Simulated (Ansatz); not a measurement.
Here is the system:

NbSi$_{2}$:
```cif
data_NbSi2
_chemical_formula_sum 'Nb1 Si2'
_space_group_name_H-M_alt 'P 1'
_space_group_IT_number 1
_cell_length_a 4.27532
_cell_length_b 4.27532
_cell_length_c 4.27532
_cell_angle_alpha 60.000
_cell_angle_beta 60.000
_cell_angle_gamma 60.000
loop_
_space_group_symop_operation_xyz
  'x, y, z'
loop_
_atom_site_label
_atom_site_type_symbol
_atom_site_fract_x
_atom_site_fract_y
_atom_site_fract_z
_atom_site_occupancy
Nb1 Nb 0.00000 0.00000 0.00000 1
Si1 Si 0.25000 0.25000 0.25000 1
Si2 Si 0.75000 0.75000 0.75000 1
```

This is the PBE-relaxed structure.

### Question
All from plane-wave PAW PBE (Ansatz code), unless another level is named. Estimate the electronic character.

### Answer
metallic (no gap).

### Question
Next, the density of states at the Fermi level?

### Answer
0.74 states/eV per atom (mean over ±0.08 eV).

### Question
Give the formation energy from the elements (no fitted shifts).

### Answer
0.35 eV/atom.

Space group Fm-3m (fluorite). The cell is a constructed one: a structure type filled with these elements; neither database checked (COD, Materials Project) lists it. COD files the formula under space group No. 180, 181, so this cell is another polymorph or a model. Its standing as an ambient phase is unchecked. Symmetry was held in the PBE relaxation; whether a distortion lowers the energy is not shown. No spin polarisation was allowed. The references are the lowest solids computed at this level, not always the standard phases. Scalar-relativistic: spin–orbit coupling is off unless named, which matters more the heavier the elements.

Potentials: the later of the program's two PAW sets.
